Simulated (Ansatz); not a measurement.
Starting cell, CsPbBr$_{3}$ (cubic perovskite):

```
CsPbBr3
1.0
    6.00277     0.00000     0.00000
    0.00000     6.00277     0.00000
    0.00000     0.00000     6.00277
Cs Pb Br
1 1 3
Direct
  0.00000   0.00000   0.00000
  0.50000   0.50000   0.50000
  0.00000   0.50000   0.50000
  0.50000   0.50000   0.00000
  0.50000   0.00000   0.50000
```

In this cell atom 4 (Br, nearest neighbour Pb at 3.001 Å; its periodic images, 6.0 Å or more away, move with it) is moved by s along Cartesian x, unit vector (1.000, 0.000, 0.000); all other atoms and the cell stay fixed.

The numbers are results of PBE (plane waves to 420 eV, PAW, scalar-relativistic; Ansatz, an electronic-structure program), not measurements. k mesh 5×5×5 (Γ-centred), Fermi-Dirac smearing 0.05 eV. The energy includes the smearing's −TS. CsPbBr3 was relaxed with its symmetry unable to fall. Spin-orbit coupling is left out, though Pb is heavy. The PAW data are Ansatz's earlier set. This is a high-temperature form of CsPbBr3. The zero of ΔE is the undisplaced structure.

| s (Å) | ΔE (meV/cell) |
|---|---|
| -0.300 | 9.7 |
| -0.240 | 6.0 |
| -0.180 | withheld |
| -0.120 | 1.4 |
| -0.060 | 0.4 |
| 0.000 | 0.0 |
| 0.060 | 0.4 |
| 0.120 | 1.4 |
| 0.180 | withheld |
| 0.240 | 6.0 |
| 0.300 | 9.7 |

**Question.** Fit an even polynomial form (powers 2, 4) to the given rows and predict ΔE at s = -0.180.

**Answer.** Least squares on the 9 given rows: ΔE = (97.36)·s² + (116.1)·s⁴, in meV/cell with s in Å; root-mean-square residual 0.03 meV/cell. At -0.180 the fit gives 3.3 meV/cell; the calculation gives 3.3 meV/cell, the same to the digits shown. The quadratic term alone would give 3.2 meV/cell.

(For displaced atoms, the force is minus the slope of the energy, and its curvature is a force constant, which sets phonon frequencies.)
